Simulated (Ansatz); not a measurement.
Nb₄GaSe₈:
```
CELL_PARAMETERS angstrom
      0.00000     5.24403     5.24403
      5.24403     0.00000     5.24403
      5.24403     5.24403     0.00000
ATOMIC_POSITIONS crystal
  Nb 0.14727 0.14727 0.55819
  Nb 0.14727 0.55819 0.14727
  Nb 0.55819 0.14727 0.14727
  Nb 0.14727 0.14727 0.14727
  Ga 0.75000 0.75000 0.75000
  Se 0.88401 0.88401 0.34797
  Se 0.88401 0.34797 0.88401
  Se 0.34797 0.88401 0.88401
  Se 0.88401 0.88401 0.88401
  Se 0.38431 0.38431 0.38431
  Se 0.38431 0.38431 0.84708
  Se 0.38431 0.84708 0.38431
  Se 0.84708 0.38431 0.38431
```

Relaxed with r²SCAN. Special points in fractions of this cell's reciprocal vectors: Γ (0.000, 0.000, 0.000); X (0.500, 0.000, 0.500); U (0.625, 0.250, 0.625); K (0.375, 0.375, 0.750); L (0.500, 0.500, 0.500); W (0.500, 0.250, 0.750).

Question: List the band energies nearest the Fermi level at these points for plane-wave PAW r²SCAN (Ansatz code).

Answer: In eV from the Fermi level; about four levels below and three above (degenerate sets whole), none deeper than 8.9 eV; points with the same levels are listed once.

```csv
k,below,above
Γ,-1.26 -1.26 -1.26 -1.11 -1.11,0.06 0.06 0.06
X,-1.52 -0.60 -0.60 -0.24,0.31 0.31 1.36
U,-1.30 -0.65 -0.63 -0.09,0.23 0.25 1.53
L,-1.81 -1.81 -1.55 -0.72 -0.72,0.13 0.16 0.16
W,-1.18 -0.69 -0.59 -0.05,0.16 0.27 1.66
```

Space group F-43m. The workflow started from a Materials Project entry (that database holds measured and hypothetical structures alike); the Crystallography Open Database files this formula in space group No. 216, but the cells were not matched. Whether it is the stable phase at ambient conditions was not checked. The cell was relaxed with r²SCAN under the symmetry of its start; whether a distortion lowers the energy is not shown. No spin polarisation was allowed. With an odd number of electrons in the cell and no spin polarisation, the count alone makes it a metal. Spin–orbit coupling is left out wherever it is not named.

Potentials: the earlier of the program's two PAW sets.
